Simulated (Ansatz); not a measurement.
P at a changed volume — quadrupolar parameters

The cell is an entry of the Crystallography Open Database (COD), relaxed with PBE at fixed cell and then changed (volume scaled by 0.96, ions relaxed).

```
P
1.0
     1.63308   -5.08977    0.00000
     1.63308    5.08977    0.00000
     0.00000    0.00000    4.25866
P
4
Direct
  0.89386 0.10614 0.07448
  0.60614 0.39386 0.57448
  0.10614 0.89386 0.92552
  0.39386 0.60614 0.42552
```

Atoms are numbered from 1 in the order listed; like atoms form one site, named after its first atom.

Level of theory: DFT, PBE, plane waves and PAW, scalar-relativistic, 420 eV cutoff, Γ-centred 15×15×11 k-points, Fermi–Dirac smearing 0.05 eV (Ansatz 0.2.0).

V_zz is the principal component of the electric field gradient with the largest magnitude, η = (V_xx − V_yy)/V_zz and C_Q = eQV_zz/h.

```json
{"site": "P", "atoms (order as listed)": "1, 2, 3, 4", "first shell": "3 P at 2.21–2.25 Å", "V_xx, V_yy, V_zz (10²¹ V/m²)": "3.05, 3.69, -6.74", "η": "0.10", "C_Q (MHz)": "–"}
```

The structure holds P–P bonds (2.21 Å). At P V_zz stands upright on the plane through its three neighbours (within 5°).

P has no stable isotope with a ground-state quadrupole moment in the table, so no C_Q is given.

With no gap above 0.1 eV, as in a metal, the gradients converge slowly in k; expect changes of a tenth or more on a denser mesh. Semilocal functionals make gaps too small and can close them, so the real compound need not be a metal.

The relaxation (4 steps) took 39 s of wall time (39 s of CPU time) and 0.73 GiB at its peak, on 1 thread of Intel Xeon 6975P-C (Granite Rapids) (x86_64; 16 cores open to the job, memory cap 3.0 GiB, no GPU), a shared host with a load of 0.6 a core.
